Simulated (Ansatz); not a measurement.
Relaxed-ion elastic tensor of LaGa2 in space group P6/mmm (No. 191; La on 1a, Ga on 2d) in GPa (Voigt order), PBEsol (plane waves, PAW; program Ansatz); density 6.67 g/cm³, 23.09 Å³ per atom.

|  | 1 | 2 | 3 | 4 | 5 | 6 |
|---|---|---|---|---|---|---|
| 1 | 164 | 40.8 | 39.6 | 0.0 | 0.0 | 0.0 |
| 2 | 40.8 | 164 | 39.6 | 0.0 | 0.0 | 0.0 |
| 3 | 39.6 | 39.6 | 105 | 0.0 | 0.0 | 0.0 |
| 4 | 0.0 | 0.0 | 0.0 | 59.6 | 0.0 | 0.0 |
| 5 | 0.0 | 0.0 | 0.0 | 0.0 | 59.6 | 0.0 |
| 6 | 0.0 | 0.0 | 0.0 | 0.0 | 0.0 | 61.8 |

Is the crystal mechanically stable?

Yes: the smallest eigenvalue of C is 59.6 GPa.

Work out the Voigt, Reuss and Hill averages.

K_V = 74.8, K_R = 71.7, K_H = 73.3; G_V = 57.1, G_R = 55.4, G_H = 56.2 GPa.

Give Young's modulus, Poisson's ratio, Pugh's ratio and the universal anisotropy index.

E = 9KG/(3K + G) = 134 GPa; ν = 0.19; K/G = 1.30 (brittle by the Pugh limit of 1.75); A_U = 5G_V/G_R + K_V/K_R − 6 = 0.20.

Estimate the sound speeds and the Debye temperature.

v_l = √((K + 4G/3)/ρ) = 4710 m/s, v_t = √(G/ρ) = 2900 m/s, mean 3200 m/s; Θ = (h/k)(3n/4πV)^(1/3) v_m = 335 K.

Solve the Christoffel equation for the three sound speeds along x, y, z.

Eigenvalues of C_ijkl n_j n_l equal ρv². In km/s, slowest first: x 2.99, 3.04, 4.96; y 2.99, 3.04, 4.96; z 2.99, 2.99, 3.97.

How much does each axis shrink under pressure?

Linear compressibilities β_i = Σ_j S_ij (j = 1 to 3): x 3.6, y 3.6, z 6.8 per TPa.

The workflow started from an entry of the Crystallography Open Database (COD, 293 K). Whether it is the stable phase at ambient conditions was not checked. Symmetry was held in the PBEsol relaxation; of distortions, only those at the zone centre were tested. As this level gives no gap, shear constants depend on the k-mesh and smearing (Fermi–Dirac, 0.1 eV here). Scalar-relativistic: spin–orbit coupling is off unless named, which matters more the heavier the elements.

Potentials: the later of the program's two PAW sets.
